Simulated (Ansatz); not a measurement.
CuAu (L1₀ or tetragonal B2, P4/mmm) under volume change, LDA (plane waves, PAW; program Ansatz), shape and atoms relaxed at each volume.

| V (Å³/atom) | E − E(relaxed) (meV/atom) | P (GPa) |
|---|---|---|
| 12.535 | 78.9 | 22.98 |
| 12.948 | 31.9 | 13.80 |
| 13.361 | … | … |
| 13.775 | 0.0 | 0.03 |
| 14.188 | … | … |
| 14.601 | 25.8 | -9.44 |
| 15.014 | 54.8 | -12.99 |

Problem. Some entries are withheld; supply them.

Solution. 
- 14.188, E − E(relaxed) (meV/atom): 6.8
- 14.188, P (GPa): -5.14
- 13.361, E − E(relaxed) (meV/atom): 6.4
- 13.361, P (GPa): 6.17

Problem. What does a third-order Birch–Murnaghan fit give for V₀, B₀ and B′?

Solution. V₀ = 13.77 Å³/atom, B₀ = 189 GPa, B′ = 5.4.

The LDA relaxation kept the symmetry of its start; of distortions, only those at the zone centre were tested. The run is not spin-polarised. Spin–orbit coupling is left out wherever it is not named.

Potentials: the earlier of the program's two PAW sets.
